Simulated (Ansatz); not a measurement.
Consider the following.

KBr (rock salt)

```
KBr
1.0
    0.00000     3.35261     3.35261
    3.35261     0.00000     3.35261
    3.35261     3.35261     0.00000
Br K
1 1
Direct
  0.00000   0.00000   0.00000
  0.50000   0.50000   0.50000
```

In each cell atom 1 (Br, nearest neighbour K at 3.353 Å; its periodic images, 4.7 Å or more away, move with it) moves by s·(-1.000, 0.000, 0.000) (towards the nearest neighbour), the rest being held.

The numbers are results of PBE (plane waves to 420 eV, PAW, scalar-relativistic; Ansatz, a program for electronic structure), not measurements. k mesh 7×7×7 (Γ-centred), Fermi-Dirac smearing 0.05 eV. Energies are smeared free energies. Left out: 2 of 11 points, with atoms too close for the PAW data. KBr was relaxed with its symmetry unable to fall. ΔE is measured from the undisplaced structure.

The scan covers s from -0.808 to 0.808 Å in 9 points.

Task: Is the energy the same for equal positive and negative displacements?

Result: Even: the same for both signs. With its periodic images moving along, the atom's site symmetry in this cell is m-3m.

Task: What is the energy change at s = 0.808 Å?

Result: 723 meV/cell.

Task: What force acts on the atom along the line at s = -0.808 Å?

Result: 2.98 eV/Å.

(For displaced atoms, the force is minus the slope of the energy, and its curvature is a force constant, which sets phonon frequencies.)
